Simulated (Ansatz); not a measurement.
Relaxed-ion elastic tensor of BAs in space group P4_2/mnm (No. 136; B on 4g, As on 4f) in GPa (Voigt order), the program Ansatz at the r²SCAN level (PAW); density 4.92 g/cm³, 14.46 Å³ per atom.

```tsv
	1	2	3	4	5	6
1	259	75.2	39.1	0.0	0.0	0.0
2	75.2	259	39.1	0.0	0.0	0.0
3	39.1	39.1	341	0.0	0.0	0.0
4	0.0	0.0	0.0	114	0.0	0.0
5	0.0	0.0	0.0	0.0	114	0.0
6	0.0	0.0	0.0	0.0	0.0	82.6
```

Q: Is the crystal mechanically stable?

A: Yes: the smallest eigenvalue of C is 82.6 GPa.

Q: Work out the Voigt, Reuss and Hill averages.

A: K_V = 130, K_R = 129, K_H = 129; G_V = 109, G_R = 105, G_H = 107 GPa.

Q: Give Young's modulus, Poisson's ratio, Pugh's ratio and the universal anisotropy index.

A: E = 9KG/(3K + G) = 252 GPa; ν = 0.18; K/G = 1.21 (brittle by the Pugh limit of 1.75); A_U = 5G_V/G_R + K_V/K_R − 6 = 0.19.

Q: Estimate the sound speeds and the Debye temperature.

A: v_l = √((K + 4G/3)/ρ) = 7430 m/s, v_t = √(G/ρ) = 4660 m/s, mean 5140 m/s; Θ = (h/k)(3n/4πV)^(1/3) v_m = 628 K.

Q: Solve the Christoffel equation for the three sound speeds along x, y, z.

A: Eigenvalues of C_ijkl n_j n_l equal ρv². In km/s, slowest first: x 4.09, 4.81, 7.26; y 4.09, 4.81, 7.26; z 4.81, 4.81, 8.32.

Q: How much does each axis shrink under pressure?

A: Linear compressibilities β_i = Σ_j S_ij (j = 1 to 3): x 2.7, y 2.7, z 2.3 per TPa.

The start of the workflow was typed in or built on a structure type; neither database checked (COD, Materials Project) lists it. It is not the phase usual at ambient conditions (space group No. 216). The r²SCAN relaxation kept the symmetry of its start; whether a distortion lowers the energy is not shown.

Potentials: the later of the program's two PAW sets.
